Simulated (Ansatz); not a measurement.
Starting cell, TaAs (NbAs type, space group I4_1md):

```
CELL_PARAMETERS angstrom
     -1.73153     1.73153     5.86650
      1.73153    -1.73153     5.86650
      1.73153     1.73153    -5.86650
ATOMIC_POSITIONS crystal
  Ta 0.99912 0.99912 0.00000
  Ta 0.74912 0.24912 0.50000
  As 0.41688 0.41688 0.00000
  As 0.16688 0.66688 0.50000
```

Scan: atom 2 (Ta, nearest neighbour As at 2.622 Å; its periodic images, 3.5 Å or more away, move with it) is displaced along Cartesian x, direction (1.000, 0.000, 0.000) in Cartesian axes, by s. The other atoms stay.

The numbers are results of PBE (plane waves to 420 eV, PAW, scalar-relativistic; Ansatz, a first-principles code), not measurements. k mesh 15×15×15 (Γ-centred), Fermi-Dirac smearing 0.05 eV. E stands for the smeared free energy. With partly filled bands, energies and forces of such displacements shift with the k mesh and the smearing. At this level the bands of TaAs touch or barely overlap. Spin-orbit coupling is left out, though Ta is heavy. TaAs is run without spin polarisation. TaAs was relaxed with its symmetry unable to fall. ΔE is measured from the undisplaced structure. The last digit holds for this mesh only.

```
s (Å)   ΔE (meV/cell)
------  -------------
-0.790         3674.3
-0.632         2411.2
-0.474         1352.3
-0.316          586.7
-0.158          140.9
0.000             0.0
0.158           140.9
0.316           586.7
0.474          1352.3
0.632          2411.2
0.790          3674.3
```

What force constant k = d²E/ds² at s = 0 does the table give?

11 eV/Å². It is the second difference of the nearest points, corrected with the next pair.

With k = 11.36 eV/Å² from the forces, is the well harmonic out to s = 0.790 Å?

½ks² = 3545 meV/cell against the computed 3674 meV/cell, so the well is close to harmonic there.

(A displaced cell: forces are minus the slopes of the energy, force constants its curvatures, and phonons follow from these.)
